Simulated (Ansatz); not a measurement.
BaTiB2O6:
```yaml
crystal:
  lattice:
    - [2.51929, 1.45451, 5.47231]
    - [-2.51929, 1.45451, 5.47231]
    - [0.00000, -2.90902, 5.47231]
  atoms:
    - { symbol: Ba, position: [0.00000, 0.00000, 0.00000] }
    - { symbol: Ti, position: [0.50000, 0.50000, 0.50000] }
    - { symbol: B, position: [0.23390, 0.23390, 0.23390] }
    - { symbol: B, position: [0.76610, 0.76610, 0.76610] }
    - { symbol: O, position: [0.34670, 0.43646, 0.92734] }
    - { symbol: O, position: [0.65330, 0.56354, 0.07266] }
    - { symbol: O, position: [0.92734, 0.34670, 0.43646] }
    - { symbol: O, position: [0.07266, 0.65330, 0.56354] }
    - { symbol: O, position: [0.43646, 0.92734, 0.34670] }
    - { symbol: O, position: [0.56354, 0.07266, 0.65330] }
```

Relaxed with r²SCAN.

Map the electron localisation function on the plane through (0.000, 0.000, 0.000) spanned by u = [1, 0, 0] and v = [-1, 1, 1] in lattice vectors, from the program Ansatz at the r²SCAN level (PAW).

x is the fraction of u, y of v (the angle between them is 75°; rows are the nearest grid lines); atoms in the plane: Ba at (0.00, 0.00), Ti at (0.00, 0.50), B at (0.47, 0.23), B at (0.53, 0.77).
```
|00189983000000000000000038998100|
|21489983000111100000000016999852|
|77899972001111111000000003799997|
|99999741001122333221100000146899|
|23343200001123321122210000000012|
|00000000001122100001333100000000|
|00000000000122100004665310000000|
|10000000000011234799998752000011|
|00000000000001247898878886200000|
|32000000000000136888756898312443|
|76300000000000025789888997225777|
|13762013566531000368999984147611|
|11674148999986300013566531026731|
|77752279988898752000000000000367|
|34421389865788863100000000000023|
|00000268887889874210000000000000|
|11000025789999743211000000000001|
|00000001356640000122100000000000|
|00000000133310000122110000000000|
|21000000001222112332110000234332|
|99864100000112233322110014799999|
|79999730000000011111110027999877|
|25899961000000000111100038998412|
|00189983000000000000000038998100|
```
Scale: ten equal steps from 0.000 (start of '0') to 0.891 (end of '9'), in the order '0123456789'; x runs from 0.000 to 1.00, y from 0.000 (bottom) to 1.00 (top).

The density is the valence pseudo-density with augmentation charge, so density and ELF within about 1 Å of a nucleus are not all-electron values.

Space group R-3. The first step of the workflow began from a Materials Project structure, measured or hypothetical; the Crystallography Open Database files this formula in space group No. 148, but the cells were not matched. Its standing as an ambient phase is unchecked. Symmetry was held in the r²SCAN relaxation; its stability against distortions is not shown here. No spin polarisation was allowed. Scalar-relativistic: spin–orbit coupling is off unless named, which matters more the heavier the elements.

Potentials: the later of the program's two PAW sets.
